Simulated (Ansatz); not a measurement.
A plane-wave DFT run in Ansatz 0.2.0 (scalar-relativistic PAW potentials unless the input names others): input and command.

```yaml
crystal:
  lattice:
    - [6.1231983773, 0.0, 0.0]
    - [0.0, 6.1231983773, 0.0]
    - [0.0, 0.0, 6.1231983773]
  atoms:
    - { symbol: Al, position: [0.0, 0.0, 0.0] }
    - { symbol: Ga, position: [0.5, 0.5, 0.0] }
    - { symbol: Ga, position: [0.5, 0.0, 0.5] }
    - { symbol: Ga, position: [0.0, 0.5, 0.5] }
    - { symbol: Sb, position: [0.7492407436, 0.7492407436, 0.2507592564] }
    - { symbol: Sb, position: [0.7492407436, 0.2507592564, 0.7492407436] }
    - { symbol: Sb, position: [0.2507592564, 0.7492407436, 0.7492407436] }
    - { symbol: Sb, position: [0.2507592564, 0.2507592564, 0.2507592564] }
kpoints:
  mp_grid: { grid: [6, 6, 6] }
hamiltonian:
  xc: pbesol
  pseudopotentials: { kind: paw, source: ansatz }
scf:
  occupations: { method: fixed }
  convergence: { dr2_threshold: 1.0e-06 }
output:
  forces: true
  eigenvalues: true
  stress: true
```

```bash
ansatz run input.yaml --threads 4 --pin off --max-ram 12288MiB --backend cpu --events-out ev --progress --plain --runs-dir out
```

Abridged log:
```
Warning: scf.convergence.dr2_threshold = 1e-6 eV is looser than this run's default, which is 1e-7 eV or tighter. The error in the forces grows as the threshold's square root, so leave the key out unless less accurate forces are enough
Warning: output.stress: scf.convergence.dr2_threshold = 1e-6 eV is looser than the 8e-10 eV advised for a printed stress (1e-10 eV for each atom of the cell: 8). ...
Basis set: ecut = 1020 eV, 17071 PW (Γ), exchange–correlation on 144×144×144 points (8 copies of the dense FFT grid, shifted against one another)
Bands: 95, of which v1, the nominal top of the filled ones, is band 79 counted from 1 (78 counted from 0)
Symmetry: 24 space group operations
k-points: 20 of 216 (time reversal used)
SCF iter   1: F=—  HF=-64270.640912 eV  |F-HF|=—  |Δ(HF+E_count)|=         —  Δρ=3.40e-2  dr2=2.49e0  ethr=3.10e-3  ⟨swp⟩=5.0  Hψ=5875  notcnv=0  defer=223
SCF iter   2: F=—  HF=-64270.035510 eV  |F-HF|=—  |Δ(HF+E_count)|=   6.05e-1  Δρ=1.60e-2  dr2=5.83e-1  ethr=1.58e-3  ⟨swp⟩=4.0  Hψ=3343  notcnv=0  defer=268
SCF iter   3: F=—  HF=-64269.913116 eV  |F-HF|=—  |Δ(HF+E_count)|=   1.22e-1  Δρ=1.03e-2  dr2=1.22e-1  ethr=3.69e-4  ⟨swp⟩=3.0  Hψ=2408  notcnv=0  defer=272
SCF iter   4: F=—  HF=-64269.887165 eV  |F-HF|=—  |Δ(HF+E_count)|=   2.60e-2  Δρ=2.13e-3  dr2=7.87e-3  ethr=7.69e-5  ⟨swp⟩=3.0  Hψ=3792  notcnv=0  defer=273
SCF iter   5: F=—  HF=-64269.888202 eV  |F-HF|=—  |Δ(HF+E_count)|=   1.04e-3  Δρ=6.03e-4  dr2=1.11e-3  ethr=4.98e-6  ⟨swp⟩=2.0  Hψ=2362  notcnv=0  defer=213
automatic band count: iteration 5 solves 92 bands in place of 95: the levels show a gap, and the empty bands left out lie too high to hold charge; the band table lists the bands solved (type scf.n_extra_bands for more)
SCF iter   6: F=—  HF=-64269.889192 eV  |F-HF|=—  |Δ(HF+E_count)|=   9.90e-4  Δρ=1.46e-4  dr2=4.39e-5  ethr=7.00e-7  ⟨swp⟩=2.0  Hψ=2062  notcnv=0  defer=213
SCF iter   7: F=—  HF=-64269.889680 eV  |F-HF|=—  |Δ(HF+E_count)|=   4.88e-4  Δρ=3.52e-5  dr2=2.95e-6  ethr=2.78e-8  ⟨swp⟩=2.0  Hψ=3360  notcnv=0  defer=209
SCF iter   8: F=-64269.889683 eV  HF=-64269.889683 eV  |F-HF|=2.21e-7  |Δ(HF+E_count)|=   3.27e-6  Δρ=9.49e-6  dr2=1.84e-7  ethr=6.33e-10  ⟨swp⟩=16.1  Hψ=10212  notcnv=0
SCF 1 converged in 8 iterations: F = -64269.889683 eV  dr2 = 1.84e-7
SCF converged after 8 iterations
Free energy (F): -64269.889683 eV
Harris-Foulkes:  -64269.889683 eV  (|F-HF|=2.21e-7)
Internal energy: -64269.889683 eV  (E = F + TS)
E sigma→0 (E₀):  -64269.889683 eV
Fermi energy:    8.677920 eV
--- Forces (eV/Å), atoms counted from 1 ---
  atom   1  Al     0.00000000     0.00000000     0.00000000
  atom   2  Ga     0.00000000     0.00000000     0.00000000
  atom   3  Ga     0.00000000     0.00000000     0.00000000
  atom   4  Ga     0.00000000     0.00000000     0.00000000
  atom   5  Sb     0.00037163     0.00037163    -0.00037163
  atom   6  Sb     0.00037163    -0.00037163     0.00037163
  atom   7  Sb    -0.00037163     0.00037163     0.00037163
  atom   8  Sb    -0.00037163    -0.00037163    -0.00037163
--- Stress (GPa, compression-positive) ---
        0.004830       0.000000       0.000000
        0.000000       0.004830       0.000000
        0.000000       0.000000       0.004830
  P = ⅓ Tr σ = 0.0048 GPa (0.048 kbar)
```

Apart from outputs, empty bands and the relaxation, which only the reference makes, the input differs from a reference run on usual settings in scf.convergence.dr2_threshold: not typed → 1e-06; hamiltonian.pseudopotentials: not typed → {"kind": "paw", "source": "ansatz"}; basis.ecutwfc: 420 → not typed. The reference, at the same geometry, ended its own course with pressure 0.00 GPa, largest force 0.001 eV/Å, gap on the mesh 0.28 eV. This run converged in 8 SCF iterations with a total energy on another zero, pressure 0.00 GPa, largest force 0.001 eV/Å, gap on the mesh 0.29 eV.

The run took 32 s on 4 threads of Intel(R) Xeon(R) Platinum 8488C (Sapphire Rapids), with other jobs on the host, peak memory 2.7 GiB.